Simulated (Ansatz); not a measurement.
All-electron LAPW in Ansatz 0.2.0 under PBE, scalar-relativistic, energies extrapolated to zero smearing. Slabs are 1×1 cells cut from bulk crystals relaxed on PAW files, with atoms then relaxed, 16 to 20 Å of vacuum, a dipole correction, k spacings of 0.16 to 0.26 Å⁻¹ and smearing of 0.02 to 0.1 eV, without spin–orbit coupling or spin polarisation. The bulk type named needn't be the stable one, and no reconstruction is allowed.

Q: Order these slabs by work function, lowest first.
A. fcc Rh (110), 7 layers
B. fcc Cu (100), 4 layers
C. fcc Pt (111), 5 layers
D. bcc Mo (111), 4 layers
E. hcp La (10-10), 4 layers
F. bcc W (110), 5 layers
G. fcc Pd (111), 4 layers

A: E (2.99 eV), D (4.13 eV), B (4.54 eV), A (4.70 eV), F (4.78 eV), G (5.23 eV), C (5.68 eV).
